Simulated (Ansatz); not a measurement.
## YSe, relaxed from a PbO-type start to space group Pm-3m (read at 0.02 Å)

Level of theory: DFT, PBEsol, scalar-relativistic, no spin polarisation; plane waves to 420 eV with PAW datasets (Ansatz 0.2.0), 6×6×10 k-mesh, Gaussian smearing of 0.05 eV; PAW files: Ansatz's generated set soft_2.

```
CELL_PARAMETERS angstrom
4.94317 0.00000 0.00000
0.00000 4.94317 0.00000
0.00000 0.00000 3.50234
ATOMIC_POSITIONS crystal
Y 0.50000 0.00000 0.50000
Y 0.00000 0.50000 0.50000
Se 0.00000 0.00000 0.00000
Se 0.50000 0.50000 0.00000
```

The start was a prototype's sites filled with these elements. The Crystallography Open Database lists the compound in space group Fm-3m (rock salt), so this is a trial structure.

The cell is relaxed to zero pressure at this level.

The cell has space group Pm-3m (read at 0.01 Å). In it the stress is 0.00, 0.00, 0.00, 0.00, 0.00, 0.00 GPa and the largest force component 0.000 eV/Å. Each change below starts from this cell, without further relaxation. Stress is in GPa, positive in compression, in the order xx, yy, zz, yz, xz, xy; energies are counted from the cell above and are free energies with the smearing's entropy, which match forces and stress in a metal.

Task: One atom was moved along a Cartesian axis, and these forces appeared. Which atom, and about how far?
```
atom  Fx (eV/Å)     Fy     Fz
  Y1      0.574  0.000  0.000
  Y2     -1.279  0.000  0.000
 Se3      0.173  0.000  0.000
 Se4      0.532  0.000  0.000
```

Result: Atom 2 (Y) is moved by 0.20 Å along x; the energy changes by 124.0 meV per cell.

Task: What stress follows from an engineering strain of 3 % in xx, atoms carried along?

Result: -3.60, -2.32, -1.12, 0.00, 0.00, 0.00 GPa; the energy changes by 29.2 meV per cell.
The change of the stress over the strain gives a clamped-atom stiffness of about 120 GPa for this component, a secant value that lies under the elastic constant in tension and over it in compression, by several per cent for each per cent of strain.
In a harmonic crystal the energy would rise by V(½Cε² − σ₀ε), with σ₀ the stress of the unstrained cell, = 28.8 meV, which matches.
